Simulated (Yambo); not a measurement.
G0W0@LDA for GaAlN₂ (space group P3m1, No. 156) in Yambo. Reference settings: 6×6×4 Γ-centred k mesh, 104 bands and a 10 Ry block in the screening, 104 bands in G with the Bruneval-Gonze terminator, plasmon pole fitted at 27.2 eV. The LDA gap Γ → Γ on this mesh is 3.15 eV; G0W0 gaps are taken between the same points.

```csv
change from the reference,G0W0 gap Γ → Γ (eV),shift of the valence edge (eV)
reference settings,4.22,-0.46
"4 Ry block, no terminator",3.83,-0.04
"40 bands in W, 40 bands in G, 4 Ry block",3.98,-0.02
"40 bands in W, 40 bands in G, 6 Ry block",4.11,-0.12
"40 bands in W, 40 bands in G, no terminator",4.12,0.20
"80 bands in W, 80 bands in G, 2 Ry block",3.81,-0.06
"80 bands in W, 80 bands in G, no terminator",…,-0.13
"80 bands in W, 80 bands in G, 4 Ry block",…,-0.10
```

**Question.** Estimate the withheld gaps from the other rows; the computed values follow.

**Answer.** 
- 80 bands in W, 80 bands in G, no terminator, G0W0 gap Γ → Γ (eV): 4.10
- 80 bands in W, 80 bands in G, 4 Ry block, G0W0 gap Γ → Γ (eV): 3.87

The reference isn't shown to be the converged limit.

The standard potential for Ga keeps a d shell in the valence without the s and p states of that shell. In tests on such compounds this moved G0W0 gaps by up to about 0.9 eV, so absolute quasiparticle energies here are unreliable; differences between settings are what counts.

Spin-orbit coupling is not included.

Geometry relaxed with LDA; primitive cell a = b = 3.115 Å, c = 5.048 Å, α = β = 90.00°, γ = 120.00°.

The structure is a Materials Project entry; no match was found in the copy of COD used, and its stability was not checked.

A shift is the quasiparticle energy of the state minus its LDA energy.
